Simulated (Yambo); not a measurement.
A G0W0@PBEsol run in Yambo for Cs₂KCoF₆ (space group Fm-3m, No. 225) (2×2×2 Γ-centred k mesh, bands 5 to 277 and a 7 Ry block in the screening, 277 bands in G with the Bruneval-Gonze terminator, plasmon pole fitted at 27.2 eV) gives these matrix elements, in eV, at the band edges (X → X):

```
state               E0    <Vxc>     <Σx>  <Σc(E0)>      Z
---------------  -----  -------  -------  --------  -----
valence edge     0.000  -29.062  -37.726     7.007  0.749
conduction edge  1.113  -27.859  -20.297    -4.532  0.764
```

Task: Solve the linearised quasiparticle equation for both states, give the gap, and say how exchange and correlation each act on it.

Result: E = E0 + Z(Σx + Σc − Vxc). Valence: 0.000 + 0.749 × (-37.726 + (7.007) − (-29.062)) = -1.24 eV. Conduction: 1.113 + 0.764 × (-20.297 + (-4.532) − (-27.859)) = 3.43 eV. The gap is 4.67 eV, against 1.11 eV in PBEsol. Replacing Vxc by bare exchange alone would open it by 16.23 eV; correlation takes back 11.54 eV of that, and Z scales what is left. Nearest settings tried, and what they do to the gap: 182 bands in W, 182 bands in G: -8 meV; 6 Ry block (339 vectors against 411): +104 meV. Not varied: mesh. So the settings aren't converged at that level. The k mesh is coarse. The 3d shell has no Hubbard U; the runs are without spin polarisation, and magnetic order was not tried.

Geometry of the Materials Project entry, not relaxed at this level; primitive cell a = b = c = 6.390 Å, α = β = γ = 60.00°.

The structure is a Materials Project entry; no match was found in the copy of COD used, and its stability was not checked.
